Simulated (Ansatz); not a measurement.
MgSc:
```yaml
crystal:
  lattice:
    - [3.59802, 0.00000, 0.00000]
    - [0.00000, 3.59802, 0.00000]
    - [0.00000, 0.00000, 3.59802]
  atoms:
    - { symbol: Mg, position: [0.00000, 0.00000, 0.00000] }
    - { symbol: Sc, position: [0.50000, 0.50000, 0.50000] }
```

Relaxed with r²SCAN. Special points in fractions of this cell's reciprocal vectors: Γ (0.000, 0.000, 0.000); X (0.000, 0.500, 0.000); M (0.500, 0.500, 0.000); R (0.500, 0.500, 0.500).

### Question
List the band energies nearest the Fermi level at these points for the program Ansatz at the r²SCAN level (PAW).

### Answer
In eV from the Fermi level; about four levels below and three above (degenerate sets whole), none deeper than 8.9 eV; points with the same levels are listed once.

```
k                    below           above
-  -----------------------  --------------
Γ        -6.36 -0.08 -0.08  2.59 2.59 2.59
X              -3.34 -3.29  0.58 1.43 1.43
M  -2.22 -0.49 -0.49 -0.40  1.75 1.75 3.28
R        -1.00 -1.00 -1.00  2.98 2.98 2.98
```

Space group Pm-3m (CsCl type). The first step of the workflow began from a Materials Project structure, measured or hypothetical; the Crystallography Open Database copy checked does not list it. With Mg and Sc taken as one species the cell has the higher symmetry Im-3m, so it may be an ordered model of a mixed-site phase. Its standing as an ambient phase is unchecked. Symmetry was held in the r²SCAN relaxation; whether a distortion lowers the energy is not shown. The run is not spin-polarised.

Potentials: the later of the program's two PAW sets.
